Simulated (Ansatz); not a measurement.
SbTePd:
```yaml
crystal:
  lattice:
    - [6.60950, 0.00000, 0.00000]
    - [0.00000, 6.60950, 0.00000]
    - [0.00000, 0.00000, 6.60950]
  atoms:
    - { symbol: Sb, position: [0.62581, 0.62581, 0.62581] }
    - { symbol: Sb, position: [0.87419, 0.37419, 0.12581] }
    - { symbol: Sb, position: [0.12581, 0.87419, 0.37419] }
    - { symbol: Sb, position: [0.37419, 0.12581, 0.87419] }
    - { symbol: Te, position: [0.37459, 0.37459, 0.37459] }
    - { symbol: Te, position: [0.12541, 0.62541, 0.87459] }
    - { symbol: Te, position: [0.87459, 0.12541, 0.62541] }
    - { symbol: Te, position: [0.62541, 0.87459, 0.12541] }
    - { symbol: Pd, position: [0.00494, 0.00494, 0.00494] }
    - { symbol: Pd, position: [0.49506, 0.99506, 0.50494] }
    - { symbol: Pd, position: [0.50494, 0.49506, 0.99506] }
    - { symbol: Pd, position: [0.99506, 0.50494, 0.49506] }
```

Relaxed with r²SCAN.

Problem. Which orbitals make up the states near the Fermi level in r²SCAN (plane waves, PAW; program Ansatz)?

Solution. Within 0.5 eV of the Fermi level: Te 5p 32 %, Sb 5p 27 %, Pd 4d 27 %, Sb 5s 7 %. Projections are on Löwdin-orthogonalised atomic valence shells; empty p or d shells of many metals are not among them.

Problem. Tabulate the density of states.

Solution. States/eV per cell of 12 atoms, in 0.25 eV bins, energy from the Fermi level.

```
E (eV)  total  Pd 4d  Te 5p  Sb 5p
------  -----  -----  -----  -----
-7.85    0.00   0.00   0.00   0.00
-7.60    0.00   0.00   0.00   0.00
-7.35    0.00   0.00   0.00   0.00
-7.10    0.00   0.00   0.00   0.00
-6.85    0.00   0.00   0.00   0.00
-6.60    0.00   0.00   0.00   0.00
-6.35    0.00   0.00   0.00   0.00
-6.10    0.00   0.00   0.00   0.00
-5.85   13.69   3.09   6.08   4.07
-5.60   11.75   3.59   4.72   3.07
-5.35    8.29   2.79   3.03   2.18
-5.10   15.28   7.14   4.64   3.10
-4.85   15.23   9.29   3.73   1.96
-4.60    8.57   4.97   2.11   1.17
-4.35    9.85   5.66   2.25   1.42
-4.10   17.21  10.58   2.91   2.91
-3.85   16.72  12.02   1.95   2.10
-3.60   20.99  18.01   1.22   1.24
-3.35   32.72  29.01   1.61   1.30
-3.10   20.99  14.28   3.14   2.69
-2.85    5.75   3.23   1.26   1.03
-2.60   14.25   6.89   3.92   2.78
-2.35   12.83   4.02   4.52   3.53
-2.10    4.50   1.00   1.80   1.41
-1.85    8.85   1.71   3.69   2.83
-1.60    8.52   1.33   3.70   2.82
-1.35    5.46   0.61   2.41   2.02
-1.10    4.50   0.53   2.09   1.49
-0.85    1.73   0.55   0.55   0.40
-0.60    3.63   1.17   1.12   0.80
-0.35    5.80   1.73   1.91   1.34
-0.10    5.59   1.54   1.96   1.35
0.15     4.32   1.11   1.39   1.26
0.40     5.09   1.17   1.49   1.81
0.65     5.07   0.86   1.06   2.59
0.90     4.60   0.77   0.96   2.39
1.15     7.67   1.31   1.59   4.06
1.40     6.65   1.12   1.64   3.29
1.65     6.28   1.00   1.74   3.00
1.90     5.35   0.79   1.65   2.46
2.15     9.61   0.81   3.16   4.62
2.40     8.28   0.60   2.65   4.09
2.65     6.66   0.42   2.04   3.49
2.90     6.24   0.40   1.95   3.32
3.15     3.43   0.18   1.14   1.85
3.40     0.10   0.00   0.03   0.05
3.65     0.00   0.00   0.00   0.00
3.90     0.00   0.00   0.00   0.00
4.15     0.00   0.00   0.00   0.00
4.40     0.06   0.00   0.00   0.00
4.65     2.40   0.01   0.06   0.08
```

Space group P2_13. The workflow started from a Materials Project entry (that database holds measured and hypothetical structures alike); the Crystallography Open Database files this formula in space group No. 198, but the cells were not matched. Its standing as an ambient phase is unchecked. The r²SCAN relaxation kept the symmetry of its start; whether a distortion lowers the energy is not shown. No spin polarisation was allowed. Spin–orbit coupling is left out wherever it is not named.

Potentials: the later of the program's two PAW sets.
